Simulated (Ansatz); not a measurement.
Structure: Ga3AsN2, ordered on the zincblende lattice (P3m1) with 6 atoms a cell, at its r2SCAN minimum. It is trigonal, P3m1 (No. 156); conventional cell a = 3.435 Å, c = 8.639 Å, 14.71 Å³ an atom. N has 4 Ga at 1.94–2.06 Å; N has 4 Ga at 1.96–2.06 Å; As has 4 Ga at 2.30–2.44 Å; Ga has 4 N at 1.96–2.06 Å; Ga has 3 N at 2.06 Å and 1 As at 2.44 Å; Ga has 1 N at 1.94 Å and 3 As at 2.30 Å.

```cif
data_structure
_symmetry_space_group_name_H-M 'P3m1'
_symmetry_Int_Tables_number 156
_cell_length_a 3.4346
_cell_length_b 3.4346
_cell_length_c 8.6392
_cell_angle_alpha 90.000
_cell_angle_beta 90.000
_cell_angle_gamma 120.000
_cell_volume 88.26
loop_
_atom_site_label
_atom_site_type_symbol
_atom_site_symmetry_multiplicity
_atom_site_Wyckoff_symbol
_atom_site_fract_x
_atom_site_fract_y
_atom_site_fract_z
_atom_site_occupancy
N1 N 1 a 0.00000 0.00000 0.02021 1
N2 N 1 b 0.33333 0.66667 0.31180 1
As1 As 1 c 0.66667 0.33333 0.65993 1
Ga1 Ga 1 b 0.33333 0.66667 0.08549 1
Ga2 Ga 1 c 0.66667 0.33333 0.37709 1
Ga3 Ga 1 a 0.00000 0.00000 0.79549 1
```

The questions ask for values computed with Ansatz 0.2.0 on this geometry. No magnetic order. The prototype was imposed, so other structures may be more stable.

Given (12×12×4 mesh): With PBE the bands overlap by 0.52 eV (counted from 1, band 32 peaks at Γ and band 33 bottoms out at Γ–M (0.33 of the way from Γ)): no gap.

(1) Estimate the gap with PBE+SOC on 12×12×4.

(2) How does the gap change from PBE to r2SCAN (12×12×4)?

(3) What do these levels agree on?

Results:

(1) With PBE+SOC the bands overlap by 0.51 eV (counted from 1, band 64 peaks at Γ and band 65 bottoms out at Γ–M (0.33 of the way from Γ)): no gap.

(2) With r2SCAN the bands overlap by 0.76 eV (counted from 1, band 32 peaks at Γ and band 33 bottoms out at K–Γ (0.75 of the way from K)): no gap.

(3) No level opens a gap, but no hybrid is among them, and semilocal functionals can close a real gap.

Only the levels marked +SOC include spin-orbit coupling.

Where bands overlap the cell is a metal at that level, and these k meshes limit energies, forces and stress.
